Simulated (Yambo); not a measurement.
Yambo run on LiNbF6 (space group R-3, No. 148). The wavefunctions come from this Quantum ESPRESSO step (LDA, PseudoDojo standard norm-conserving files, scalar-relativistic):

```
&CONTROL
  calculation = 'nscf'
  pseudo_dir = './pseudo'
  outdir = './out'
/
&SYSTEM
  ibrav = 0
  nat = 8
  ntyp = 3
  ecutwfc = 84.0
  ecutrho = 336.0
  occupations = 'fixed'
  force_symmorphic = .true.
  nbnd = 160
/
&ELECTRONS
  conv_thr = 8e-09
  diago_full_acc = .true.
  diago_thr_init = 1e-08
/
ATOMIC_SPECIES
Li 6.9400 Li.upf
F 18.9984 F.upf
Nb 92.9064 Nb.upf
CELL_PARAMETERS angstrom
  2.557315106000   1.476466565000   4.557003000000
 -2.557315106000   1.476466565000   4.557003000000
  0.000000000000  -2.952933130000   4.557003000000
ATOMIC_POSITIONS crystal
Li   0.500000000000   0.500000000000   0.500000000000
F   0.246753000000   0.871850000000   0.636450000000
F   0.753247000000   0.128150000000   0.363550000000
F   0.871850000000   0.636450000000   0.246753000000
F   0.128150000000   0.363550000000   0.753247000000
F   0.636450000000   0.246753000000   0.871850000000
F   0.363550000000   0.753247000000   0.128150000000
Nb   0.000000000000   0.000000000000   0.000000000000
K_POINTS automatic
2 2 2 0 0 0
```

Yambo input:

```
rim_cut
gw0
dyson
el_el_corr
HF_and_locXC
ppa
em1d
RandQpts= 1000000
RandGvec= 1 Ry
EXXRLvcs= 84 Ry
VXCRLvcs= 336 Ry
Chimod= "HARTREE"
% BndsRnXp
 2 | 159 |
%
NGsBlkXp= 7 Ry
% LongDrXp
 1.0 | 1.0 | 1.0 |
%
PPAPntXp= 27.2114 eV
% GbndRnge
 1 | 159 |
%
GTermKind= "BG"
DysSolver= "n"
ExtendOut
% QPkrange
 1 | 1 | 29 | 30 |
 2 | 2 | 29 | 30 |
%
```

k points by index: 1 = Γ, 2 = L.

Resulting energies as the program prints them:

```
#    K-point    Band    Eo [eV]    E [eV]    E-Eo [eV]    Vxc [eV]    Vnlxc [eV]    Sc|Eo [eV]    Sc|E [eV]    dSc/dw|Eo [eV]    Re(Z)    Im(Z)
#
    1    29    0.000000    -1.920060    -1.920060    -22.55946    -30.22485    5.246578    5.745324    -7.067714    0.793816    -0.001327
    1    30    5.384948    7.708575    2.323627    -18.64015    -12.37239    -3.478317    -3.944126    -5.454682    0.833015    -0.001235
    2    29    -0.054625    -1.980209    -1.925584    -22.47958    -30.14862    5.243243    5.743456    -7.068165    0.793806    -0.001325
    2    30    5.293486    7.587329    2.293843    -18.47440    -12.24623    -3.478155    -3.934324    -5.411150    0.834127    -0.001233
```
(The two width columns are left out.) Convergence of these settings isn't established.

Spin-orbit coupling is not included.

Geometry of the Materials Project entry, not relaxed at this level.

The structure is a Materials Project entry; no match was found in the copy of COD used, and its stability was not checked.
